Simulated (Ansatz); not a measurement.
SiGe:
```
CELL_PARAMETERS angstrom
      3.61490     0.00000     0.00000
     -1.80745     3.13060     0.00000
      0.00000     0.00000     3.19393
ATOMIC_POSITIONS crystal
  Ge 0.00000 0.00000 0.00000
  Si 0.66667 0.33333 0.50000
```

Relaxed with r²SCAN. Special points in fractions of this cell's reciprocal vectors: Γ (0.000, 0.000, 0.000); M (0.500, 0.000, 0.000); K (0.333, 0.333, 0.000); A (0.000, 0.000, 0.500); L (0.500, 0.000, 0.500); H (0.333, 0.333, 0.500).

List the band energies nearest the Fermi level at these points for the program Ansatz at the r²SCAN with spin–orbit coupling level (PAW).

In eV from the Fermi level; about four levels below and three above (degenerate sets whole), none deeper than 8.9 eV; points with the same levels are listed once.

| k | below | above |
|---|---|---|
| Γ | -0.37 -0.37 -0.11 -0.11 | 0.60 0.60 3.51 3.51 |
| M | -2.70 -2.70 | 0.42 0.42 2.47 2.47 |
| K | -5.72 -5.67 | 3.70 3.70 3.79 3.79 |
| A | – | 2.92 2.92 2.95 2.95 |
| L | -5.17 -5.17 -4.85 -4.85 | 0.94 0.94 1.23 1.23 |
| H | -2.03 -1.92 -1.71 -1.70 | 9.05 9.08 9.77 |

Space group P-6m2. The cell is a constructed one: a structure type filled with these elements; neither database checked (COD, Materials Project) lists it. Whether it is the stable phase at ambient conditions was not checked. Symmetry was held in the r²SCAN relaxation; its stability against distortions is not shown here.

Potentials: the later of the program's two PAW sets.
